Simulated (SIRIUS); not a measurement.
Set-up for a self-consistent single point of Si (P6_3/mmc, 8 atoms in the cell; from Materials Project mp-165, changed as shown).

```
Si
1.0
    3.84556     0.00000     0.00000
    0.00000     6.66070     0.00000
    0.00000     0.00000     6.35615
Si
8
Direct
  0.00000   0.33333   0.06301
  0.50000   0.16667   0.93699
  0.50000   0.16667   0.56301
  0.00000   0.33333   0.43699
  0.50000   0.83333   0.06301
  0.00000   0.66667   0.93699
  0.00000   0.66667   0.56301
  0.50000   0.83333   0.43699
```

Level of theory: LDA (PW92), GBRV LDA ultrasoft pseudopotentials (plane waves; SIRIUS).

SIRIUS settings:

```
setting                                                               value
--------------------------------------  -----------------------------------
parameters.ngridk                                                    10 6 6
parameters.xc_functionals                           [XC_LDA_X, XC_LDA_C_PW]
parameters.gk_cutoff                                           6.325 1/bohr
parameters.pw_cutoff                                          14.143 1/bohr
parameters.smearing                                             fermi_dirac
parameters.smearing_width                                    0.000734986 Ha
potentials                              GBRV LDA ultrasoft pseudopotentials
parameters.electronic_structure_method                      pseudopotential
parameters.num_bands                                                     20
parameters.num_mag_dims                                                   0
parameters.num_dft_iter                                                 100
parameters.energy_tol                                              1e-07 Ha
parameters.density_tol                                                1e-06
mixer.type                                                         anderson
mixer.beta                                                              0.3
mixer.use_hartree                                                      true
```

Results:

Number of valence electrons: 32
Number of bands: 20
Number of k-points after the program's reduction: 96
Number of plane waves (most at a k-point): 4736
Number of SCF iterations: 15
FFT grid: 36 × 60 × 60
Free energy E − TS: -1047.9306 eV
Gap on the k-point mesh: 0.34 eV
Pressure: -3.13 GPa
Largest force (vector length): 0.018 eV/Å

Forces (eV/Å):
```csv
atom,Fx,Fy,Fz
Si1,0.000,0.000,-0.018
Si2,0.000,0.000,0.018
Si3,0.000,0.000,-0.018
Si4,0.000,0.000,0.018
Si5,0.000,0.000,-0.018
Si6,0.000,0.000,0.018
Si7,0.000,0.000,-0.018
Si8,0.000,0.000,0.018
```

Stress (GPa, positive for compression):
```
-3.16   0.00   0.00
 0.00  -3.17   0.00
 0.00   0.00  -3.04
```

Gaps are taken between levels on the mesh.

For comparison: a first run was changed to give this one (lattice scaled by 0.98), and from it to this one the free energy drops by 43.2 meV/atom, the pressure goes from -7.51 to -3.13 GPa, the largest force goes from 0.039 to 0.018 eV/Å and the gap on the mesh goes from 0.452 to 0.343 eV.

The structure comes from a collection of computed structures, made at another level of theory; the collection holds predicted forms beside known ones. Its lattice was then scaled.

Cost on one core: roughly 4 core-minutes.
